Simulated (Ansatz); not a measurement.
MgO in space group P6_3/mmc (No. 194; Mg on 2c, O on 2d), a = 3.4939 Å, b = 3.4939 Å, c = 4.1940 Å, α = 90.00°, β = 90.00°, γ = 120.00°.

Relaxed with PBEsol.

Which orbitals make up the states near the band edges in PBEsol in the plane-wave PAW code Ansatz?

Top 1 eV of the valence band: O 2p 98 %. Bottom 1 eV of the conduction band: Mg 3s 58 %, O 2s 28 %, O 2p 10 %. Projections are on Löwdin-orthogonalised atomic valence shells; empty p or d shells of many metals are not among them.

Tabulate the density of states.

States/eV per cell of 4 atoms, in 0.25 eV bins, energy from the valence-band maximum.

```csv
E (eV),total,O 2p,Mg 3s,O 2s
-4.20,0.00,0.00,0.00,0.00
-3.95,0.64,0.51,0.12,0.00
-3.70,3.30,2.70,0.53,0.02
-3.45,4.51,3.81,0.55,0.05
-3.20,2.29,1.92,0.27,0.05
-2.95,1.71,1.45,0.18,0.04
-2.70,2.19,1.91,0.16,0.04
-2.45,2.01,1.81,0.11,0.03
-2.20,3.36,3.12,0.11,0.03
-1.95,3.72,3.48,0.10,0.03
-1.70,3.85,3.65,0.07,0.03
-1.45,3.92,3.75,0.03,0.02
-1.20,2.45,2.36,0.01,0.01
-0.95,4.53,4.41,0.01,0.01
-0.70,5.31,5.20,0.01,0.01
-0.45,3.87,3.80,0.01,0.00
-0.20,0.33,0.32,0.00,0.00
0.05,0.01,0.01,0.00,0.00
0.30,0.00,0.00,0.00,0.00
0.55,0.00,0.00,0.00,0.00
0.80,0.00,0.00,0.00,0.00
1.05,0.00,0.00,0.00,0.00
1.30,0.00,0.00,0.00,0.00
1.55,0.00,0.00,0.00,0.00
1.80,0.00,0.00,0.00,0.00
2.05,0.00,0.00,0.00,0.00
2.30,0.00,0.00,0.00,0.00
2.55,0.00,0.00,0.00,0.00
2.80,0.00,0.00,0.00,0.00
3.05,0.00,0.00,0.00,0.00
3.30,0.00,0.00,0.00,0.00
3.55,0.03,0.00,0.02,0.01
3.80,0.06,0.00,0.03,0.02
4.05,0.09,0.01,0.05,0.02
4.30,0.11,0.02,0.06,0.03
4.55,0.15,0.02,0.08,0.03
4.80,0.19,0.03,0.10,0.04
5.05,0.23,0.04,0.13,0.05
5.30,0.28,0.05,0.16,0.05
5.55,0.36,0.06,0.19,0.06
5.80,0.44,0.08,0.23,0.06
6.05,0.56,0.09,0.28,0.07
6.30,0.71,0.11,0.34,0.07
6.55,0.96,0.13,0.40,0.07
6.80,1.54,0.17,0.48,0.06
7.05,1.77,0.16,0.38,0.03
7.30,1.23,0.09,0.24,0.02
7.55,0.98,0.06,0.18,0.01
7.80,0.85,0.05,0.16,0.01
8.05,0.80,0.04,0.15,0.01
```

The workflow started from a Materials Project entry (that database holds measured and hypothetical structures alike); the Crystallography Open Database copy checked does not list it. It is not the phase usual at ambient conditions (space group No. 225). The PBEsol relaxation kept the symmetry of its start; phonons on a q-mesh show no instability.

Potentials: the later of the program's two PAW sets.
